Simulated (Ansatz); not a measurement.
NbIr3:
```cif
data_Ir3Nb
_chemical_formula_sum 'Nb1 Ir3'
_space_group_name_H-M_alt 'P 1'
_space_group_IT_number 1
_cell_length_a 3.88144
_cell_length_b 3.88144
_cell_length_c 3.88144
_cell_angle_alpha 90.000
_cell_angle_beta 90.000
_cell_angle_gamma 90.000
loop_
_space_group_symop_operation_xyz
  'x, y, z'
loop_
_atom_site_label
_atom_site_type_symbol
_atom_site_fract_x
_atom_site_fract_y
_atom_site_fract_z
_atom_site_occupancy
Nb1 Nb 0.00000 0.00000 0.00000 1
Ir1 Ir 0.00000 0.50000 0.50000 1
Ir2 Ir 0.50000 0.00000 0.50000 1
Ir3 Ir 0.50000 0.50000 0.00000 1
```

Relaxed with PBEsol.

Problem. Which orbitals make up the states near the Fermi level in PBEsol in the plane-wave PAW code Ansatz?

Solution. Within 0.5 eV of the Fermi level: Ir 5d 77 %, Nb 4d 14 %. Projections are on Löwdin-orthogonalised atomic valence shells; empty p or d shells of many metals are not among them.

Problem. Tabulate the density of states.

Solution. States/eV per cell of 4 atoms, in 0.25 eV bins, energy from the Fermi level.

```tsv
E (eV)	total	Ir 5d	Nb 4d	Ir 6s
-7.85	0.58	0.06	0.02	0.37
-7.60	0.77	0.12	0.03	0.48
-7.35	1.59	0.51	0.18	0.75
-7.10	2.15	0.87	0.34	0.82
-6.85	1.99	1.02	0.38	0.52
-6.60	2.71	1.52	0.52	0.52
-6.35	4.78	2.81	0.83	0.77
-6.10	5.42	3.56	0.89	0.67
-5.85	5.05	3.71	0.67	0.41
-5.60	5.03	3.98	0.58	0.23
-5.35	4.73	3.82	0.57	0.15
-5.10	3.41	2.85	0.35	0.06
-4.85	3.43	2.87	0.35	0.06
-4.60	4.60	3.71	0.62	0.11
-4.35	4.40	3.58	0.57	0.11
-4.10	4.45	3.67	0.50	0.14
-3.85	4.97	4.07	0.53	0.21
-3.60	5.09	4.12	0.50	0.28
-3.35	4.15	3.28	0.40	0.27
-3.10	4.82	3.70	0.61	0.28
-2.85	7.02	5.40	1.12	0.24
-2.60	7.51	5.97	1.05	0.25
-2.35	4.42	3.34	0.71	0.18
-2.10	4.41	3.34	0.70	0.14
-1.85	4.89	3.69	0.79	0.13
-1.60	4.69	3.80	0.51	0.13
-1.35	5.11	3.85	0.71	0.16
-1.10	3.98	2.92	0.59	0.13
-0.85	3.48	2.61	0.46	0.11
-0.60	2.65	2.10	0.27	0.07
-0.35	2.16	1.71	0.21	0.06
-0.10	1.58	1.24	0.18	0.04
0.15	1.35	1.01	0.23	0.03
0.40	1.66	1.18	0.37	0.04
0.65	2.09	1.56	0.43	0.03
0.90	2.67	1.58	0.97	0.04
1.15	5.23	2.21	2.78	0.10
1.40	5.04	2.26	2.50	0.11
1.65	5.11	2.49	2.25	0.16
1.90	3.58	1.54	1.69	0.16
2.15	3.30	1.43	1.59	0.16
2.40	4.02	1.87	1.74	0.27
2.65	4.60	2.22	1.77	0.38
2.90	2.95	1.21	1.02	0.48
3.15	2.43	0.88	0.80	0.48
```

Space group Pm-3m (Cu3Au type). The workflow started from an entry of the Crystallography Open Database (COD). Its standing as an ambient phase is unchecked. The cell was relaxed with PBEsol under the symmetry of its start; whether a distortion lowers the energy is not shown. The run is not spin-polarised. Scalar-relativistic: spin–orbit coupling is off unless named, which matters more the heavier the elements.

Potentials: the later of the program's two PAW sets.
